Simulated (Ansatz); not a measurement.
# Clamped-ion strain scan in TiC

These are results of Ansatz 0.2.0, DFT PBEsol, scalar-relativistic, plane waves, PAW, not measurements. Cutoff 420 eV, Γ-centred 18×18×18 k-points, Gaussian smearing of 0.15 eV. No spin polarisation. Energies are free energies at this smearing, counted from the undisturbed cell; pressure is positive in compression.

The starting cell (as given, not relaxed at this level; it stands at -6.1 GPa):

```
CELL_PARAMETERS angstrom
0.00000 2.16400 2.16400
2.16400 0.00000 2.16400
2.16400 2.16400 0.00000
ATOMIC_POSITIONS crystal
Ti 0.00000 0.00000 0.00000
C 0.50000 0.50000 0.50000
```

The cell is strained by ε times the Voigt pattern (1, -1, 0, 0, 0, 0) (xx, yy, zz, yz, xz, xy; engineering shear) with fractional coordinates fixed. The cell is metallic on the mesh throughout.

```
      ε  ΔE (meV/atom) stress summed along the pattern (GPa, tension positive) pressure (GPa)
-0.0400           39.3                                                   -31.95            -3.4
-0.0200            9.7                                                   -15.56            -5.5
 0.0000            0.0                                                     0.00            -6.1
 0.0050            0.6                                                        ?               ?
 0.0100            2.4                                                     7.73            -6.0
 0.0150            5.4                                                    11.63            -5.8
 0.0250              ?                                                        ?            -5.1
 0.0300           21.9                                                    23.60            -4.6
 0.0350           29.9                                                    27.73            -4.1
```

By symmetry 0.0400 repeats -0.0400, -0.0300 repeats 0.0300, 0.0200 repeats -0.0200, -0.0100 repeats 0.0100 in energy, with the opposite slope along the path.

Give the withheld values.

stress summed along the pattern (GPa, tension positive) at ε = 0.0050: 3.86; pressure (GPa) at ε = 0.0050: -6.1; ΔE (meV/atom) at ε = 0.0250: 15.1; stress summed along the pattern (GPa, tension positive) at ε = 0.0250: 19.55.